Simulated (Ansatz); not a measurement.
**Ca₇SnN₆: 119Sn Mössbauer parameters**

Cell: a Materials Project structure (computed, not necessarily an observed phase), taken as it stands.

Space group Ibam (No. 72); a = 6.3807, b = 11.8485, c = 12.7763 Å.

| site | Wyckoff | site symmetry | x | y | z |
| --- | --- | --- | --- | --- | --- |
| Ca1 | 8j | ..m | 0.2157 | 0.4524 | 0.5000 |
| Ca5 | 16k | 1 | 0.3771 | 0.2776 | 0.1267 |
| Ca13 | 4b | 222 | 0.0000 | 0.5000 | 0.2500 |
| Sn | 4a | 222 | 0.0000 | 0.0000 | 0.7500 |
| N17 | 16k | 1 | 0.2973 | 0.3855 | 0.3236 |
| N25 | 8j | ..m | 0.1208 | 0.3483 | 0.0000 |

One atom of each set is listed; the run and its k-mesh use a cell of 28 atoms with edges of 9.28, 9.28, 9.28 Å.

Method: Kohn–Sham DFT in Ansatz, r2SCAN, plane waves and PAW, scalar-relativistic, 500 eV cutoff, Γ-centred 5×5×5 k-points, Fermi–Dirac smearing 0.02 eV.

Isomer shifts (against SnO₂) follow from the electron density at the nucleus, δ = α(ρ − ρ₀), with α = 0.093 mm s⁻¹ a₀³ and ρ₀ = 183072.84 a₀⁻³ from a line fitted to 8 measured compounds at this level of theory (rms miss 0.14 mm/s). ΔE_Q = ½eQV_zz(1 + η²/3)^½ with Q = -0.132 b for the 23.9 keV state.

Task: What would the 119Sn spectrum's parameters be?

Result: 

```csv
site,atoms,first shell,ρ − ρ₀ (a₀⁻³),δ (mm/s),ΔE_Q (mm/s),η
Sn,2,4 N at 2.10 Å,10.4,0.96,-0.87,0.27
```

The shift of Sn is between ionic Sn(IV) and covalent tin.

Without spin–orbit coupling (the program notes it for Sn) the gradients are little affected as a rule: paired runs on crystals with a gap mostly move them by under 2 % at such atoms. With these PAW files V_zz is typically within 2 to 3 % of all-electron values, but misses above 10 % occur on Sn.
